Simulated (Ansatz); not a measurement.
Geometry optimisation in Ansatz: input, command and trajectory.

```yaml
crystal:
  lattice:
    - [-5.98244871, 3.98829914, 1.99414957]
    - [5.98244871, 3.98829914, -1.99414957]
    - [-1.99414957, -3.98829914, -5.98244871]
  atoms:
    - { symbol: Cu, position: [0.2045682311, 0.402765318, 0.6008357275] }
    - { symbol: Cu, position: [0.3495010567, 0.4485245821, 0.2968603742] }
    - { symbol: Cu, position: [0.3973306152, 0.8007820114, 0.1992691889] }
    - { symbol: Cu, position: [0.8457977542, 0.948118562, 0.2978150111] }
    - { symbol: Ge, position: [0.1023995874, 0.7036164535, 0.8024939316] }
    - { symbol: Ge, position: [0.5495306571, 0.8515505494, 0.8984025004] }
    - { symbol: Ge, position: [0.4487989203, 0.1516011762, 0.0989254984] }
    - { symbol: Ge, position: [0.906832808, 0.3006505029, 0.2002123227] }
    - { symbol: Rh, position: [0.1488529794, 0.051590209, 0.6943092391] }
    - { symbol: Rh, position: [0.6028481622, 0.1995940245, 0.8069576383] }
    - { symbol: Rh, position: [0.3040157208, 0.1024063078, 0.4006892531] }
    - { symbol: Rh, position: [0.7481429456, 0.252884741, 0.5006778397] }
    - { symbol: Pd, position: [0.0509338369, 0.3482776784, 0.8996615324] }
    - { symbol: Pd, position: [0.6494249734, 0.5538802258, 0.6987868146] }
    - { symbol: Pd, position: [0.8018275996, 0.6049892429, 0.4032297715] }
    - { symbol: Pd, position: [0.5010219765, 0.5075641398, 0.9997353617] }
    - { symbol: Au, position: [0.2544829603, 0.753332715, 0.5006586556] }
    - { symbol: Au, position: [0.6999403161, 0.8977340035, 0.5935934402] }
    - { symbol: Au, position: [0.0033616924, 0.0018950857, 0.0001219579] }
    - { symbol: Au, position: [0.9500654095, 0.6489090226, 0.0962786932] }
  symmetry: { detect: false }
basis:
  ecutwfc: 420
kpoints:
  mp_grid: { grid: [2, 2, 2], shift: [0.5, 0.5, 0.5] }
hamiltonian:
  xc: pbe
scf:
  occupations: { method: gaussian, width: 0.1 }
  lower_state_search: "off"
output:
  forces: true
  stress: true
  eigenvalues: true
relax:
  adjacent_minimum: "off"
  f_tol: 0.04
  max_steps: 50
  cell: { stress_tol: 0.3 }
```

```bash
ansatz run input.yaml --threads 4 --pin off --max-ram 9216MiB --backend cpu --events-out ev --progress --plain --runs-dir out
```

Method: DFT PBE, scalar-relativistic, plane waves, PAW in Ansatz 0.2.0.

Of 8 frames 8 are shown, positions in Å and forces in eV/Å; the SCF threshold varies from step to step. Steps run on the plane waves of an earlier cell, with a Pulay correction in the pressure. The basis is chosen afresh for the last frame, the zero of the energies, and at times for earlier ones too; energy and pressure can step there, also at an unchanged geometry. Where two frames share a geometry here, they differ by under 2 meV/atom and 0.3 GPa.

```xyz
20
Lattice="-5.9824 3.9883 1.9942 5.9824 3.9883 -1.9942 -1.9942 -3.9883 -5.9824" Properties=species:S:1:pos:R:3:forces:R:3 pbc="T T T" step=1 free_energy_over_end_meV_per_atom=101.07 pressure_GPa=-5.87
Cu   -0.0125    0.0259   -3.9897   -0.2583   -0.3237    0.2665
Cu    0.0004    1.9988   -1.9734   -0.1668   -0.0261   -0.0956
Cu    2.0163    3.9837   -1.9967   -0.1415    0.1629   -0.0483
Cu    0.0182    5.9669   -1.9857   -0.0792    0.1043   -0.2204
Ge    1.9965    0.0140   -5.9998    0.4727   -1.1688    1.0290
Ge    0.0153    2.0048   -5.9769   -0.6948   -0.3513    0.6721
Ge   -1.9752    2.0000    0.0008    0.6118    0.5086   -1.1203
Ge   -4.0257    4.0173    0.0111    0.1058    0.4126   -0.6766
Rh   -1.9664   -1.9697   -3.9597   -0.2955    0.5316   -0.1200
Rh   -4.0216   -0.0180   -4.0234   -0.2523   -0.6921   -0.3326
Rh   -2.0052    0.0229   -1.9951    0.0018    0.4882   -0.2351
Rh   -3.9613    1.9955   -2.0077   -0.0273    0.3365    0.6461
Pd   -0.0152   -1.9959   -5.9751    0.0339    0.4955   -0.1973
Pd   -1.9651    2.0122   -3.9899    0.2048   -0.4212    0.2964
Pd   -1.9817    4.0026   -2.0198   -0.2628   -0.2622    0.3674
Pd   -1.9545    0.0353   -5.9939    0.2795   -0.1642   -0.1063
Au    1.9860    2.0227   -3.9899   -0.0866   -0.1279    0.1843
Au   -0.0004    4.0046   -3.9456    0.4264    0.3494    0.5451
Au   -0.0090    0.0205    0.0022    0.1457    0.1030   -0.5547
Au   -1.9936    5.9932    0.0246   -0.0175    0.0450   -0.3000
20
Lattice="-5.9051 3.9296 1.9570 5.8467 3.8746 -2.0223 -1.8792 -3.8385 -5.7855" Properties=species:S:1:pos:R:3:forces:R:3 pbc="T T T" step=2 free_energy_over_end_meV_per_atom=39.68 pressure_GPa=3.43
Cu   -0.0160    0.0053   -3.8502   -0.0623   -0.1943    0.2833
Cu   -0.0006    1.9812   -1.9720    0.0087   -0.0394   -0.0801
Cu    1.9727    3.9347   -1.9835    0.0781    0.2629    0.2077
Cu   -0.0319    5.8842   -1.9993   -0.0377    0.1916   -0.0637
Ge    2.0694   -0.0884   -5.7455    0.2697   -0.5810    0.4350
Ge   -0.0229    1.9557   -5.7689   -0.3155   -0.2212    0.1547
Ge   -1.8790    2.0109   -0.1142    0.2217    0.2504   -0.3565
Ge   -3.9571    4.0075   -0.0747    0.0158   -0.1584   -0.1699
Rh   -1.9360   -1.8331   -3.8508   -0.2150   -0.1899   -0.2678
Rh   -3.9592   -0.0303   -3.9373   -0.6597   -0.3658   -0.5145
Rh   -1.9697    0.1103   -1.9652   -0.0611   -0.0287    0.2952
Rh   -3.8929    2.0285   -1.8567   -0.0425    0.4124    0.5667
Pd    0.0603   -1.8484   -5.8352    0.2506    0.2222   -0.0672
Pd   -1.8967    1.9574   -3.8531    0.1099    0.2130   -0.2539
Pd   -1.9728    3.9302   -1.9422    0.0651   -0.0491   -0.2213
Pd   -1.8484    0.0771   -5.8508    0.2742    0.0881   -0.1147
Au    1.9449    1.9843   -3.9023   -0.3487   -0.0153   -0.1262
Au    0.0354    4.0034   -3.8216   -0.1463    0.1124    0.1054
Au    0.0221    0.0337   -0.0606    0.3832   -0.1620   -0.0413
Au   -1.9854    5.8874   -0.0541    0.2115    0.2522    0.2295
20
Lattice="-5.9935 3.9808 1.9797 5.8919 3.8958 -2.1145 -1.8262 -3.8117 -5.7622" Properties=species:S:1:pos:R:3:forces:R:3 pbc="T T T" step=3 free_energy_over_end_meV_per_atom=13.20 pressure_GPa=0.55
Cu   -0.0326   -0.0100   -3.8123   -0.0363   -0.1000    0.2247
Cu    0.0256    2.0182   -2.0282    0.0844   -0.0885   -0.0275
Cu    2.0107    4.0305   -2.0071    0.1002    0.0648    0.0958
Cu   -0.0738    5.9947   -2.0649   -0.1740    0.0949   -0.0162
Ge    2.2026   -0.1862   -5.6670    0.1088   -0.0145   -0.1061
Ge   -0.0613    1.9639   -5.7468    0.0871    0.1691   -0.1077
Ge   -1.8228    2.0809   -0.2296    0.0030   -0.0384    0.2106
Ge   -4.0011    4.0909   -0.1427    0.0628   -0.2174    0.2335
Rh   -1.9799   -1.8049   -3.8843   -0.3204   -0.2997   -0.2270
Rh   -4.0841   -0.0613   -4.0168   -0.3291   -0.1364   -0.2359
Rh   -2.0126    0.1562   -1.9588   -0.0558   -0.2297    0.4214
Rh   -3.9235    2.1311   -1.7391   -0.0286    0.1004    0.2675
Pd    0.1606   -1.7665   -5.8587    0.1872    0.0386    0.0514
Pd   -1.8803    1.9953   -3.8625   -0.0190    0.1845   -0.2221
Pd   -1.9675    4.0053   -1.9747    0.1142    0.2647   -0.2793
Pd   -1.7797    0.1390   -5.8889    0.1125    0.0351    0.0576
Au    1.9328    2.0258   -3.9597   -0.0087    0.1090   -0.1872
Au    0.0476    4.1202   -3.8371   -0.0786    0.0345   -0.2405
Au    0.0985    0.0361   -0.1015    0.1586   -0.1443    0.0249
Au   -2.0047    5.9880   -0.0873    0.0312    0.1737    0.0620
20
Lattice="-6.0284 3.9873 1.9995 5.9064 3.8664 -2.1237 -1.8112 -3.8033 -5.7720" Properties=species:S:1:pos:R:3:forces:R:3 pbc="T T T" step=4 free_energy_over_end_meV_per_atom=6.33 pressure_GPa=0.43
Cu   -0.0645   -0.0566   -3.7539   -0.0261    0.0571    0.0465
Cu    0.0311    2.0032   -2.0263    0.0913   -0.0249   -0.0266
Cu    2.0053    4.0201   -1.9915    0.0512    0.0402    0.0395
Cu   -0.1151    5.9979   -2.0920   -0.1710   -0.0719    0.0566
Ge    2.2635   -0.1980   -5.6841    0.0806    0.0301   -0.1166
Ge   -0.0521    1.9435   -5.7430    0.0874    0.1369   -0.0879
Ge   -1.8196    2.0815   -0.2314   -0.0462   -0.0859    0.1183
Ge   -4.0017    4.0829   -0.1253    0.0064   -0.1307    0.1753
Rh   -2.0604   -1.8477   -3.9332   -0.1776   -0.2355   -0.1608
Rh   -4.1148   -0.0676   -4.0326   -0.2602   -0.0208   -0.1346
Rh   -2.0463    0.1580   -1.9315    0.0584   -0.1830    0.2822
Rh   -3.9284    2.1564   -1.7010   -0.0106    0.1115    0.1589
Pd    0.2038   -1.7432   -5.8480    0.1723    0.0732    0.0050
Pd   -1.8775    1.9875   -3.8657   -0.0086    0.1365   -0.0858
Pd   -1.9504    4.0239   -1.9881    0.0987    0.1148   -0.1246
Pd   -1.7595    0.1366   -5.8836    0.0397    0.0329    0.0037
Au    1.9263    2.0082   -3.9657   -0.0414    0.0347   -0.0686
Au    0.0514    4.1206   -3.8576   -0.0460   -0.0040   -0.1342
Au    0.1427    0.0186   -0.1378    0.1136   -0.0931    0.0115
Au   -2.0235    5.9886   -0.0724   -0.0118    0.0819    0.0421
20
Lattice="-6.0683 3.9943 2.0304 5.8888 3.7737 -2.1276 -1.8024 -3.7662 -5.8863" Properties=species:S:1:pos:R:3:forces:R:3 pbc="T T T" step=5 free_energy_over_end_meV_per_atom=0.69 pressure_GPa=0.08
Cu   -0.1208   -0.0582   -3.7809   -0.0519    0.0583   -0.0376
Cu    0.0374    2.0065   -2.0449    0.0877   -0.0219   -0.0516
Cu    1.9262    3.9838   -2.0067   -0.0210    0.0029   -0.0354
Cu   -0.2483    5.9247   -2.1395    0.0296   -0.0334    0.0131
Ge    2.3627   -0.2570   -5.8005   -0.0095    0.1033    0.0418
Ge   -0.0430    1.8729   -5.7958   -0.0040    0.0048    0.0193
Ge   -1.8702    2.0484   -0.2327   -0.0670   -0.0374    0.0219
Ge   -4.0371    4.0705   -0.1099    0.0184    0.0139   -0.0171
Rh   -2.1883   -1.9268   -4.1112    0.1181    0.0183    0.0894
Rh   -4.1968   -0.0607   -4.1296   -0.0403   -0.0355   -0.0988
Rh   -2.0356    0.1806   -1.8662    0.0724   -0.0424   -0.0916
Rh   -3.9794    2.2097   -1.6839   -0.0610   -0.0414    0.0215
Pd    0.2812   -1.6492   -5.9239   -0.0214    0.0425   -0.0365
Pd   -1.9245    1.9343   -3.9103    0.0933    0.0645    0.0320
Pd   -1.9374    3.9837   -2.0143   -0.0130    0.0089   -0.0619
Pd   -1.7816    0.1266   -5.9653   -0.0044    0.0882   -0.0089
Au    1.9193    1.9682   -4.0207   -0.0822   -0.0457    0.0579
Au   -0.0056    4.0844   -3.9544    0.0183   -0.0596    0.0569
Au    0.2571   -0.0184   -0.2070   -0.0423    0.0420    0.0564
Au   -2.0646    5.9440   -0.0528   -0.0197   -0.1299    0.0287
20
Lattice="-6.0802 3.9877 2.0559 5.8967 3.7445 -2.1197 -1.8010 -3.7724 -5.9212" Properties=species:S:1:pos:R:3:forces:R:3 pbc="T T T" step=6 free_energy_over_end_meV_per_atom=0.64 pressure_GPa=-0.29
Cu   -0.1137   -0.0509   -3.8064   -0.0178   -0.0195   -0.0034
Cu    0.0589    1.9822   -2.0405   -0.0274    0.0151    0.0325
Cu    1.9127    3.9623   -2.0136    0.0506   -0.0354   -0.0085
Cu   -0.2030    5.8815   -2.1068   -0.0347    0.0428    0.0331
Ge    2.3638   -0.2346   -5.8252    0.0396   -0.0921    0.0590
Ge   -0.0621    1.8488   -5.8013    0.0060    0.0155    0.0014
Ge   -1.8775    1.9974   -0.2130    0.0265    0.0827   -0.0778
Ge   -4.0702    4.0257   -0.0892   -0.0409   -0.0254   -0.0381
Rh   -2.1321   -1.8908   -4.0824   -0.1345   -0.0520   -0.1326
Rh   -4.2226   -0.1127   -4.1798    0.0439   -0.0063    0.1022
Rh   -2.0149    0.1311   -1.9114   -0.1089    0.0977    0.1203
Rh   -3.9774    2.1876   -1.6995    0.0770    0.0203    0.0313
Pd    0.2718   -1.6425   -5.9536    0.0453    0.0109    0.0153
Pd   -1.9194    1.9370   -3.9096   -0.0390   -0.0201   -0.0138
Pd   -1.9325    3.9600   -2.0145    0.0321   -0.0016    0.0391
Pd   -1.8008    0.1327   -5.9834   -0.0102   -0.0588   -0.0449
Au    1.9102    1.9179   -4.0188    0.0608    0.0371   -0.0101
Au    0.0122    4.0384   -3.9523   -0.0602    0.0337    0.0062
Au    0.2157    0.0046   -0.1685    0.0771   -0.0471   -0.0463
Au   -2.0919    5.8890   -0.0106    0.0147    0.0026   -0.0647
20
Lattice="-6.0784 3.9769 2.0550 5.8921 3.7345 -2.1289 -1.8000 -3.7537 -5.9329" Properties=species:S:1:pos:R:3:forces:R:3 pbc="T T T" step=7 free_energy_over_end_meV_per_atom=-0.30 pressure_GPa=0.08
Cu   -0.1335   -0.0595   -3.8192   -0.0110   -0.0034    0.0049
Cu    0.0592    1.9762   -2.0522   -0.0049    0.0059   -0.0053
Cu    1.9152    3.9450   -2.0223    0.0221   -0.0088   -0.0178
Cu   -0.2198    5.8818   -2.1178   -0.0123   -0.0133   -0.0229
Ge    2.3727   -0.2572   -5.8290   -0.0016    0.0254   -0.0065
Ge   -0.0487    1.8428   -5.8095    0.0048    0.0123   -0.0005
Ge   -1.8772    2.0227   -0.2268   -0.0110   -0.0122   -0.0051
Ge   -4.0737    4.0257   -0.0915    0.0047    0.0079    0.0066
Rh   -2.1746   -1.9004   -4.1283    0.0333   -0.0051    0.0126
Rh   -4.2242   -0.0929   -4.1740    0.0024    0.0095   -0.0031
Rh   -2.0253    0.1607   -1.8877    0.0152   -0.0096    0.0064
Rh   -3.9783    2.1930   -1.6915   -0.0217    0.0073    0.0006
Pd    0.2880   -1.6285   -5.9671   -0.0120   -0.0070   -0.0004
Pd   -1.9210    1.9220   -3.9290    0.0080   -0.0110    0.0194
Pd   -1.9285    3.9547   -2.0298    0.0040    0.0022    0.0011
Pd   -1.7932    0.1322   -6.0172    0.0030   -0.0006    0.0111
Au    1.9151    1.9223   -4.0316    0.0133    0.0050    0.0046
Au    0.0001    4.0424   -3.9628   -0.0144    0.0039   -0.0008
Au    0.2406   -0.0056   -0.1799   -0.0033    0.0041    0.0069
Au   -2.0821    5.8757   -0.0271   -0.0180   -0.0127   -0.0120
20
Lattice="-6.0784 3.9769 2.0550 5.8921 3.7345 -2.1289 -1.8000 -3.7537 -5.9329" Properties=species:S:1:pos:R:3:forces:R:3 pbc="T T T" step=8 free_energy_over_end_meV_per_atom=0.00 pressure_GPa=0.10
Cu   -0.1335   -0.0595   -3.8192   -0.0111   -0.0034    0.0049
Cu    0.0592    1.9762   -2.0522   -0.0049    0.0059   -0.0053
Cu    1.9152    3.9450   -2.0223    0.0221   -0.0087   -0.0176
Cu   -0.2198    5.8818   -2.1178   -0.0120   -0.0131   -0.0229
Ge    2.3727   -0.2572   -5.8290   -0.0016    0.0254   -0.0065
Ge   -0.0487    1.8428   -5.8095    0.0048    0.0123   -0.0005
Ge   -1.8772    2.0227   -0.2268   -0.0112   -0.0123   -0.0050
Ge   -4.0737    4.0257   -0.0915    0.0044    0.0079    0.0067
Rh   -2.1746   -1.9004   -4.1283    0.0334   -0.0050    0.0125
Rh   -4.2242   -0.0929   -4.1740    0.0024    0.0095   -0.0030
Rh   -2.0253    0.1607   -1.8877    0.0153   -0.0095    0.0064
Rh   -3.9783    2.1930   -1.6915   -0.0217    0.0073    0.0005
Pd    0.2880   -1.6285   -5.9671   -0.0121   -0.0069   -0.0006
Pd   -1.9210    1.9220   -3.9290    0.0079   -0.0111    0.0193
Pd   -1.9285    3.9547   -2.0298    0.0038    0.0019    0.0011
Pd   -1.7932    0.1322   -6.0172    0.0032   -0.0004    0.0112
Au    1.9151    1.9223   -4.0316    0.0132    0.0048    0.0046
Au    0.0001    4.0424   -3.9628   -0.0145    0.0037   -0.0010
Au    0.2406   -0.0056   -0.1799   -0.0034    0.0043    0.0070
Au   -2.0821    5.8757   -0.0271   -0.0181   -0.0125   -0.0119
```

Time: 2 min on 4 threads of Arm Neoverse V1, with other jobs on the host, peak memory 1.6 GiB.

The k mesh is coarse. Spin–orbit coupling is left out, which can shift energies with elements as heavy as these.